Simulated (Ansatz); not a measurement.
Input file for Ansatz (an electronic-structure program):

Ansatz 0.2 input:
```yaml
crystal:
  lattice:
    - [3.5759254831, 0.0, 0.0]
    - [0.0, 3.5759254831, 0.0]
    - [0.0, 0.0, 7.9298961153]
  atoms:
    - { symbol: Zr, position: [0.0, 0.5, 0.7236047454] }
    - { symbol: Zr, position: [0.5, 0.0, 0.2763952546] }
    - { symbol: Ge, position: [0.5, 0.5, 0.0] }
    - { symbol: Ge, position: [0.0, 0.0, 0.0] }
    - { symbol: S, position: [0.0, 0.5, 0.379837405] }
    - { symbol: S, position: [0.5, 0.0, 0.620162595] }
kpoints:
  mp_grid: { grid: [11, 11, 5] }
hamiltonian:
  xc: lda
  pseudopotentials: { kind: paw }
scf:
  occupations: { method: fermi_dirac, width: 0.1 }
phonons:
  method: dfpt
  response_accuracy: low
  eigenvectors: true
  rigid_motions: translations
```

Output (shortened):

```
zone centre: on kpoints.mp_grid the ground state, and the responses unless they are solved on pairs of k-points, stand on 108 of the mesh's 605 k-points, …
Pseudopotentials: kind: paw
Pseudopotential: Zr, paw, valence charge 12
Pseudopotential: Ge, paw, valence charge 14
Pseudopotential: S, paw, valence charge 6
Functional definition: SPW92
Crystal: 6 atoms, lattice volume = 101.402 Å³
Basis set: ecut = 420 eV, 1959 PW (Γ), exchange–correlation on 48×48×108 points (8 copies of the dense FFT grid, shifted against one another)
Bands: 39, of which v1, the nominal top of the filled ones, is band 32 counted from 1 (31 counted from 0)
Symmetry: 16 space group operations
k-points: 108 of 605 (irreducible under 4 space group operations, time reversal used)
PAW frozen core: Zr, regenerated for the run's functional, and the local potential with it
PAW frozen core: Ge, regenerated for the run's functional, and the local potential with it
PAW frozen core: S, regenerated for the run's functional, and the local potential with it
Initial wavefunctions: pseudopotential atomic-orbital guess
Eigensolver: davidson
Functional: x = slater, c = lda
SCF iter   1: F=—  HF=-18333.305600 eV  |F-HF|=—  |Δ(HF+E_count)|=         —  Δρ=6.73e-3  dr2=3.30e-2  ethr=1.77e-3  ⟨swp⟩=5.8  Hψ=17643  notcnv=0
all-band conjugate gradients solve this SCF's bands
preconditioner: auto → Kerker (q_TF=auto, 2.527 Å⁻¹)
SCF iter   2: F=—  HF=-18333.300139 eV  |F-HF|=—  |Δ(HF+E_count)|=   5.46e-3  Δρ=3.64e-3  dr2=9.49e-3  ethr=5.16e-5  ⟨swp⟩=2.0  Hψ=8268  notcnv=0
SCF iter   3: F=—  HF=-18333.298884 eV  |F-HF|=—  |Δ(HF+E_count)|=   1.26e-3  Δρ=9.06e-4  dr2=5.63e-4  ethr=1.48e-5  ⟨swp⟩=2.8  Hψ=6753  notcnv=0
SCF iter   4: F=—  HF=-18333.298597 eV  |F-HF|=—  |Δ(HF+E_count)|=   2.86e-4  Δρ=2.64e-4  dr2=9.35e-5  ethr=8.79e-7  ⟨swp⟩=2.0  Hψ=6730  notcnv=0
SCF iter   5: F=—  HF=-18333.298570 eV  |F-HF|=—  |Δ(HF+E_count)|=   2.75e-5  Δρ=8.69e-5  dr2=5.77e-6  ethr=1.46e-7  ⟨swp⟩=2.0  Hψ=6805  notcnv=0
SCF iter   6: F=—  HF=-18333.298568 eV  |F-HF|=—  |Δ(HF+E_count)|=   1.73e-6  Δρ=1.55e-5  dr2=2.94e-7  ethr=9.02e-9  ⟨swp⟩=2.8  Hψ=7946  notcnv=0
SCF iter   7: F=—  HF=-18333.298568 eV  |F-HF|=—  |Δ(HF+E_count)|=   4.97e-8  Δρ=3.05e-6  dr2=1.07e-8  ethr=4.60e-10  ⟨swp⟩=2.0  Hψ=5505  notcnv=0
SCF iter   8: F=—  HF=-18333.298568 eV  |F-HF|=—  |Δ(HF+E_count)|=  5.86e-10  Δρ=5.92e-7  dr2=6.01e-10  ethr=1.68e-11  ⟨swp⟩=2.6  Hψ=6968  notcnv=0
SCF iter  10: F=-18333.298568 eV  HF=-18333.298568 eV  |F-HF|=7.28e-12  |Δ(HF+E_count)|=  1.09e-11  Δρ=3.85e-8  dr2=8.09e-12  ethr=1.00e-12  ⟨swp⟩=5.1  Hψ=16503  notcnv=0
SCF 1 converged in 10 iterations: F = -18333.298568 eV  dr2 = 8.09e-12
DFPT response loops at Γ: preconditioner auto → Kerker (q_TF=auto, 2.527 Å⁻¹) (partly filled bands, converged f_vac=0.000) …
SCF converged after 10 iterations
Free energy (F): -18333.298568 eV
Harris-Foulkes:  -18333.298568 eV  (|F-HF|=7.28e-12)
Internal energy: -18333.260776 eV  (E = F + TS)
E sigma→0 (E₀):  -18333.279672 eV
Entropy (-TS):   -0.037792 eV (-6.299 meV/atom)
Fermi energy:    14.060334 eV
--- Per-component energies (eV) ---
  E_band       = -294.430598
  E_kinetic    = 1118.001273
  E_local      = -6653.539038  (includes V_loc(G=0)·N_el)
  E_nonlocal   = 1069.206066
  E_hartree    = 2841.274551
  E_xc         = -672.467729
  E_vxc        = -698.171149  (∫ρ·V_xc dr)
  E_paw        = -10718.759305  (= ΣΔE_a)
  E_vpaw       = -812.477327  (= ΣTr[D̂ρ^β])
  E_aug_tail   = 0.000589  (compensation charges beyond the density's cutoff)
  E_ewald      = -5321.841032
  E_core_change = 4.863849  (= ΣΔE_core)
  E_smearing   = -0.037792  (= −TS)
  E_closure    = 0.000000  (closes the sum)
  Σ components = -18333.298568   (vs F -18333.298568, Δ=0.00e0)
  [band-id]    e_kinetic+e_local+e_nonlocal+2·e_hartree+e_vxc+e_vpaw+e_augmentation_tail = -294.430485   (vs E_band -294.430598, Δ=1.13e-4)
--- Band table (eV; the first three rows and the last of 108) ---
  k-point 0: bands = ["-35.4594", "-35.4569", "-13.6538", "-13.5828", "-13.5061", "-13.5061", "-13.5023", "-13.5023", "-11.0250", "-10.8815", "-10.7528", "-10.7069", "-10.7069", "-10.5947", "-10.5823", "-10.5823", "-10.5333", "-10.4641", "-1.0720", "0.4778", "1.3481", "8.0683", "8.6096", "9.8195", "9.8195", "10.1158", "11.2400", "11.2400", "11.6156", "11.8102", "11.8102", "12.9220", "13.6212", "14.5918", "14.9825", "15.2265", "15.2772", "15.2772", "17.0335"]
  k-point 1: bands = ["-35.4593", "-35.4570", "-13.6499", "-13.5868", "-13.5079", "-13.5079", "-13.5005", "-13.5005", "-11.0250", "-10.8816", "-10.7528", "-10.7069", "-10.7069", "-10.5947", "-10.5823", "-10.5823", "-10.5333", "-10.4641", "-1.0301", "0.3690", "1.4089", "7.7691", "9.1651", "9.8305", "9.8305", "10.1497", "11.2085", "11.2085", "11.4923", "11.8177", "11.8177", "12.4199", "13.8059", "14.7637", "14.9896", "15.2184", "15.3620", "15.3620", "16.9328"]
  k-point 2: bands = ["-35.4591", "-35.4572", "-13.6424", "-13.5945", "-13.5097", "-13.5097", "-13.4987", "-13.4987", "-11.0250", "-10.8817", "-10.7527", "-10.7070", "-10.7070", "-10.5947", "-10.5823", "-10.5823", "-10.5333", "-10.4641", "-0.9519", "0.2016", "1.4884", "7.5354", "9.8489", "9.8489", "10.1332", "10.2135", "11.1585", "11.1585", "11.3067", "11.3492", "11.8287", "11.8287", "14.1029", "15.0023", "15.1516", "15.2040", "15.5164", "15.5164", "16.6048"]
  k-point 107: bands = ["-35.4317", "-35.4317", "-13.6944", "-13.6930", "-13.6863", "-13.6849", "-13.5680", "-13.5672", "-10.8706", "-10.8612", "-10.7191", "-10.7172", "-10.7140", "-10.7087", "-10.5738", "-10.5713", "-10.5298", "-10.5235", "0.4133", "0.4478", "5.3221", "5.7469", "7.3194", "7.6059", "7.8533", "7.9661", "10.1230", "10.2166", "10.2512", "10.2595", "11.5278", "11.6210", "15.6731", "15.7065", "16.5587", "16.6017", "17.0037", "17.1056", "17.5606"]
  band table: 39 of 39 bands, residual norms ≤ 1.0e-3 eV
--- Phonons (Γ-DFPT): 6 representative perturbations + reference, on 108 of 605 k-points (Σ response iterations 19) ---
  k mesh reduced under 4 symmetry operations, with k and −k counted as one. Each operation leaves every solved displacement unchanged or reverses it
  ASR residual: 4.601e-4 → 0.000e0 eV/Å²; symmetrization residual: 5.549e-5 eV/Å²
  ASR residual per site (eV/Å²): 4.60e-4 4.60e-4 2.90e-4 2.90e-4 4.32e-4 4.32e-4
  Γ frequencies (cm⁻¹): 0.00 0.00 0.00 123.80 123.80 132.24 132.24 170.69 209.37 232.67 237.42 237.42 259.61 259.61 293.61 299.28 307.71 307.71
  non-analytic LO–TO correction: not included (Born effective charges unavailable; polar crystals: no LO–TO splitting at Γ)
```

Cost: about 6 core-minutes (a rough figure) on shared cores.

Space group P4/nmm. The first step of the workflow began from a Materials Project structure, measured or hypothetical; the Crystallography Open Database files this formula in space group No. 129, but the cells were not matched. Its standing as an ambient phase is unchecked. The LDA relaxation kept the symmetry of its start; its stability against distortions is not shown here. No spin polarisation was allowed. As this level gives no gap, phonon frequencies hold no LO–TO term and depend on the k-mesh and smearing (Fermi–Dirac, 0.1 eV here). Scalar-relativistic: spin–orbit coupling is off unless named, which matters more the heavier the elements.

Potentials: the later of the program's two PAW sets.

Ansatz is a plane-wave DFT program.
